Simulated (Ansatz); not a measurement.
Hf6O:
```
CELL_PARAMETERS angstrom
      5.49902     0.00000     0.00000
     -2.74951     4.76229     0.00000
      0.00000     0.00000     5.06426
ATOMIC_POSITIONS crystal
  Hf 0.00000 0.33335 0.25624
  Hf 0.33335 0.33335 0.74376
  Hf 0.66665 0.66665 0.25624
  Hf 0.00000 0.66665 0.74376
  Hf 0.33335 0.00000 0.25624
  Hf 0.66665 0.00000 0.74376
  O  0.00000 0.00000 0.00000
```

Relaxed with PBEsol. Special points in fractions of this cell's reciprocal vectors: Γ (0.000, 0.000, 0.000); M (0.500, 0.000, 0.000); K (0.333, 0.333, 0.000); A (0.000, 0.000, 0.500); L (0.500, 0.000, 0.500); H (0.333, 0.333, 0.500); H2 (0.333, 0.333, -0.500).

**Question.** List the band energies nearest the Fermi level at these points for plane-wave PAW PBEsol (Ansatz code).

**Answer.** In eV from the Fermi level; about four levels below and three above (degenerate sets whole), none deeper than 8.9 eV; points with the same levels are listed once.

```json
[
 {"k": "Γ", "below": "-1.77 -1.77 -1.27 -1.27 -1.27", "above": "0.11 0.39 0.39"},
 {"k": "M", "below": "-1.22 -1.21 -0.71 -0.41", "above": "0.71 0.85 0.94"},
 {"k": "K", "below": "-1.55 -1.55 -0.94 -0.45 -0.45", "above": "1.01 1.01 1.19 1.19"},
 {"k": "A", "below": "-0.65 -0.65 -0.27 -0.17 -0.17", "above": "0.26 0.26 0.63"},
 {"k": "L", "below": "-0.79 -0.55 -0.50 -0.40", "above": "0.35 0.62 1.15"},
 {"k": "H", "below": "-0.81 -0.81 -0.55 -0.34", "above": "0.77 0.77 1.28 1.28"}
]
```

Space group P-31m. The start of the workflow was typed in or built on a structure type; neither database checked (COD, Materials Project) lists it. Its standing as an ambient phase is unchecked. The PBEsol relaxation kept the symmetry of its start; its stability against distortions is not shown here. The run is not spin-polarised. Spin–orbit coupling is left out wherever it is not named.

Potentials: the earlier of the program's two PAW sets. The files were generated under PBE; for other functionals the program regenerates the frozen cores, and for LDA and PBEsol the local potential too.
